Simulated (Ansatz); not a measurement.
Os:
```cif
data_Os8
_chemical_formula_sum 'Os8'
_space_group_name_H-M_alt 'Fd-3m :1'
_space_group_IT_number 227
_space_group_name_Hall 'F 4d 2 3 -1d'
_cell_length_a 5.55575
_cell_length_b 5.55575
_cell_length_c 5.55575
_cell_angle_alpha 90.000
_cell_angle_beta 90.000
_cell_angle_gamma 90.000
loop_
_atom_site_label
_atom_site_type_symbol
_atom_site_symmetry_multiplicity
_atom_site_Wyckoff_symbol
_atom_site_fract_x
_atom_site_fract_y
_atom_site_fract_z
_atom_site_occupancy
Os1 Os 8 b 0.50000 0.50000 0.50000 1
```
(The calculation used a cell of 2 atoms; values per cell refer to that cell.)

Relaxed with PBE.

### Question
Which orbitals make up the states near the Fermi level in PBE in the plane-wave PAW code Ansatz?

### Answer
Within 0.5 eV of the Fermi level: Os 5d 88 %, Os 6s 6 %, outside the projected shells 5 %. Projections are on Löwdin-orthogonalised atomic valence shells; empty p or d shells of many metals are not among them.

### Question
Tabulate the density of states.

### Answer
States/eV per cell of 2 atoms, in 0.25 eV bins, energy from the Fermi level.

| E (eV) | total | Os 5d | Os 6s | Os 5p |
|---|---|---|---|---|
| -7.65 | 0.00 | 0.00 | 0.00 | 0.00 |
| -7.40 | 0.07 | 0.00 | 0.07 | 0.00 |
| -7.15 | 0.13 | 0.00 | 0.13 | 0.00 |
| -6.90 | 0.18 | 0.00 | 0.17 | 0.00 |
| -6.65 | 0.23 | 0.01 | 0.21 | 0.00 |
| -6.40 | 0.27 | 0.01 | 0.25 | 0.00 |
| -6.15 | 0.32 | 0.02 | 0.29 | 0.00 |
| -5.90 | 0.38 | 0.03 | 0.34 | 0.00 |
| -5.65 | 0.47 | 0.06 | 0.39 | 0.01 |
| -5.40 | 0.60 | 0.12 | 0.47 | 0.01 |
| -5.15 | 1.68 | 1.02 | 0.63 | 0.01 |
| -4.90 | 5.36 | 4.63 | 0.69 | 0.02 |
| -4.65 | 4.17 | 3.80 | 0.34 | 0.01 |
| -4.40 | 2.74 | 2.42 | 0.30 | 0.01 |
| -4.15 | 4.37 | 3.61 | 0.72 | 0.02 |
| -3.90 | 5.38 | 4.82 | 0.51 | 0.02 |
| -3.65 | 6.05 | 5.74 | 0.26 | 0.03 |
| -3.40 | 3.60 | 3.45 | 0.11 | 0.03 |
| -3.15 | 2.34 | 2.14 | 0.17 | 0.02 |
| -2.90 | 3.27 | 2.83 | 0.37 | 0.03 |
| -2.65 | 2.90 | 2.64 | 0.20 | 0.03 |
| -2.40 | 2.10 | 1.87 | 0.17 | 0.02 |
| -2.15 | 2.36 | 2.09 | 0.20 | 0.02 |
| -1.90 | 1.84 | 1.65 | 0.11 | 0.02 |
| -1.65 | 2.12 | 1.77 | 0.21 | 0.02 |
| -1.40 | 2.11 | 1.61 | 0.32 | 0.02 |
| -1.15 | 1.72 | 1.37 | 0.20 | 0.01 |
| -0.90 | 1.14 | 1.03 | 0.04 | 0.01 |
| -0.65 | 1.90 | 1.75 | 0.04 | 0.01 |
| -0.40 | 2.18 | 2.00 | 0.06 | 0.02 |
| -0.15 | 1.91 | 1.73 | 0.08 | 0.01 |
| 0.10 | 1.37 | 1.25 | 0.04 | 0.01 |
| 0.35 | 2.33 | 1.95 | 0.24 | 0.01 |
| 0.60 | 1.45 | 1.05 | 0.26 | 0.01 |
| 0.85 | 0.77 | 0.50 | 0.15 | 0.00 |
| 1.10 | 1.29 | 0.99 | 0.15 | 0.01 |
| 1.35 | 1.66 | 1.35 | 0.15 | 0.01 |
| 1.60 | 2.01 | 1.69 | 0.16 | 0.01 |
| 1.85 | 2.28 | 1.94 | 0.18 | 0.01 |
| 2.10 | 2.13 | 1.81 | 0.18 | 0.01 |
| 2.35 | 2.22 | 1.94 | 0.17 | 0.01 |
| 2.60 | 3.24 | 2.98 | 0.17 | 0.01 |
| 2.85 | 4.28 | 3.67 | 0.48 | 0.01 |
| 3.10 | 1.29 | 0.81 | 0.37 | 0.00 |
| 3.35 | 0.78 | 0.41 | 0.27 | 0.00 |
| 3.60 | 0.70 | 0.31 | 0.25 | 0.00 |
| 3.85 | 0.86 | 0.29 | 0.25 | 0.00 |
| 4.10 | 0.85 | 0.24 | 0.24 | 0.00 |
| 4.35 | 0.90 | 0.20 | 0.22 | 0.00 |
| 4.60 | 0.88 | 0.17 | 0.20 | 0.00 |
| 4.85 | 0.87 | 0.15 | 0.19 | 0.00 |

The start of the workflow was typed in or built on a structure type; neither database checked (COD, Materials Project) lists it. It is not the phase usual at ambient conditions (space group No. 194). The cell was relaxed with PBE under the symmetry of its start; its stability against distortions is not shown here. No spin polarisation was allowed. Spin–orbit coupling is left out wherever it is not named.

Potentials: the earlier of the program's two PAW sets.
